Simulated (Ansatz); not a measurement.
## V2O5: Quadrupolar parameters

The cell is a COD entry, its atoms then relaxed with PBE in this cell.

Space group Pmmn:1 (No. 59); a = 3.5500, b = 11.4800, c = 4.3600 Å.

| site | Wyckoff | site symmetry | x | y | z |
| --- | --- | --- | --- | --- | --- |
| V | 4e | m.. | 0.0000 | 0.8515 | 0.1151 |
| O5 | 4e | m.. | 0.0000 | 0.8551 | 0.4784 |
| O9 | 4e | m.. | 0.5000 | 0.8192 | 0.0059 |
| O13 | 2a | mm2 | 0.0000 | 0.0000 | 0.0023 |

One atom of each set is listed; the run and its k-mesh use a cell of 14 atoms with edges of 11.48, 4.36, 3.55 Å.

The numbers come from a DFT calculation in Ansatz (PBE, plane waves and PAW (field gradients read without the response of the frozen cores, which leaves them typically 4 to 6 % off), scalar-relativistic, 420 eV cutoff, Γ-centred 2×6×7 k-points, Fermi–Dirac smearing 0.02 eV).

C_Q = eQV_zz/h, which is 24.18 MHz for Q = 1 b and V_zz = 10²¹ V/m²; η = (V_xx − V_yy)/V_zz.

V-51: I = 7/2, Q = -52.00 mb; ¹⁷O: I = 5/2, Q = -25.58 mb. Nuclear quadrupole moments: year-2017 set (Pyykkö).

| site | atoms | first shell | V_zz (10²¹ V/m²) | η | C_Q (MHz) |
| --- | --- | --- | --- | --- | --- |
| V | 4 | 5 O at 1.58–2.03 Å | -0.72 | 0.93 | 0.899 |
| O5 | 4 | 1 V at 1.58 Å | -1.15 | 0.69 | 0.712 |
| O9 | 4 | 3 V at 1.87–2.03 Å | -5.14 | 0.71 | 3.18 |
| O13 | 2 | 2 V at 1.77 Å, angle 148° | -6.05 | 0.03 | 3.74 |

At O13 V_zz points along the bisector of its two bonds (within 1°).

The database positions were far from equilibrium, so the relaxed structure may not be the compound's real one. Where η is near 1 the sign of V_zz means little.

The relaxation (7 steps) took 2.8 min of wall time (2.8 min of CPU time) and 0.69 GiB at its peak, on 1 thread of Intel Xeon Platinum 8375C CPU @ 2.90GHz (Ice Lake) (x86_64; 8 cores open to the job, memory cap 3.0 GiB, no GPU), a shared host with a load of 0.6 a core.
